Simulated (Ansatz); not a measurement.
# Li, first-principles data

Li:
```
Li
1.0
    1.54770     0.89356     7.59040
   -1.54770     0.89356     7.59040
    0.00000    -1.78713     7.59040
Li
3
Direct
  0.77776   0.77776   0.77776
  0.22224   0.22224   0.22224
  0.00000   0.00000   0.00000
```

Space group R-3m (No. 166), 9R (Sm type); conventional cell a = 3.0954 Å, b = 3.0954 Å, c = 22.7712 Å, α = 90.00°, β = 90.00°, γ = 120.00°.

Method: DFT-r²SCAN in the program Ansatz with PAW potentials. Structure relaxed to zero pressure with the same functional. Other levels are named where they apply.

Cell and energy:

```yaml
volume_per_atom: 20.99 Å³
density: 0.55 g/cm³
```

Electronic structure:

```yaml
electronic_character: metallic (no gap)
Density of states at the Fermi level: 0.48 states/eV per atom (mean over ±0.08 eV)
```

Mechanics:

```yaml
Bulk modulus (Birch–Murnaghan fit): 13.0 GPa
Pressure derivative B′: 3.3
Elastic constants (relaxed ions, GPa): C11 = 20.5, C12 = 12.0, C13 = 6.3, C14 = 1.4, C33 = 26.7, C44 = 4.8
mechanical_stability: stable (all eigenvalues of C positive)
hill_bulk_and_shear_moduli: 13.0 and 5.1 GPa
Young's modulus: 13.5 GPa
Poisson's ratio: 0.33
debye_temperature_from_the_elastic_constants: 369 K
```

Phonons:

```yaml
highest_zone_centre_frequency: 8.49 THz
zone_centre_stability: no imaginary mode at Γ
```

The first step of the workflow began from a Materials Project structure, measured or hypothetical; the Crystallography Open Database files this formula in space group No. 166, but the cells were not matched. It is not the phase usual at ambient conditions (space group No. 229). Symmetry was held in the r²SCAN relaxation. As this level gives no gap, shear constants depend on the k-mesh and smearing (Fermi–Dirac, 0.1 eV here). As this level gives no gap, phonon frequencies hold no LO–TO term and depend on the k-mesh and smearing (Fermi–Dirac, 0.1 eV here). Axis ratios of metals converge slowly with the k-mesh, so a and c are less sure than the volume.

Potentials: the later of the program's two PAW sets.
